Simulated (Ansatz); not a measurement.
Se (trigonal-Se type, space group P3_121)

```
CELL_PARAMETERS angstrom
      4.03942     0.00000     0.00000
     -2.01971     3.49824     0.00000
      0.00000     0.00000     5.12067
ATOMIC_POSITIONS crystal
  Se 0.24866 0.24866 0.50000
  Se 0.75134 0.00000 0.83333
  Se 0.00000 0.75134 0.16667
```

In this cell atom 3 (Se, nearest neighbour Se at 2.437 Å; its periodic images, 4.0 Å or more away, move with it) is moved by s along Cartesian [111], unit vector (0.577, 0.577, 0.577); all other atoms and the cell stay fixed.

All values below come from PBEsol (plane waves to 420 eV, PAW, scalar-relativistic; Ansatz, an electronic-structure program). k mesh 8×8×5 (Γ-centred), Fermi-Dirac smearing 0.05 eV. E stands for the smeared free energy. As the smearing reaches across the gap at some points, energies and forces of such displacements shift with the k mesh and the smearing. Se was relaxed with its symmetry unable to fall. ΔE is measured from the undisplaced structure. The last digit holds for this mesh only.

```json
[
 {"s (Å)": "-0.490", "ΔE (meV/cell)": "526.1"},
 {"s (Å)": "-0.392", "ΔE (meV/cell)": "354.2"},
 {"s (Å)": "-0.294", "ΔE (meV/cell)": "210.8"},
 {"s (Å)": "-0.196", "ΔE (meV/cell)": "99.0"},
 {"s (Å)": "-0.098", "ΔE (meV/cell)": "26.1"},
 {"s (Å)": "0.000", "ΔE (meV/cell)": "0.0"},
 {"s (Å)": "0.098", "ΔE (meV/cell)": "29.1"},
 {"s (Å)": "0.196", "ΔE (meV/cell)": "123.8"},
 {"s (Å)": "0.294", "ΔE (meV/cell)": "297.3"},
 {"s (Å)": "0.392", "ΔE (meV/cell)": "566.8"},
 {"s (Å)": "0.490", "ΔE (meV/cell)": "955.6"}
]
```

### Question
What force constant k = d²E/ds² at s = 0 does the table give?

### Answer
5.7 eV/Å². It is the second difference of the nearest points, corrected with the next pair.

### Question
With k = 5.73 eV/Å² from the forces, is the well harmonic out to s = 0.490 Å?

### Answer
½ks² = 688 meV/cell against the computed 956 meV/cell, so the well is stiffer than harmonic there.

(A displaced cell: forces are minus the slopes of the energy, force constants its curvatures, and phonons follow from these.)
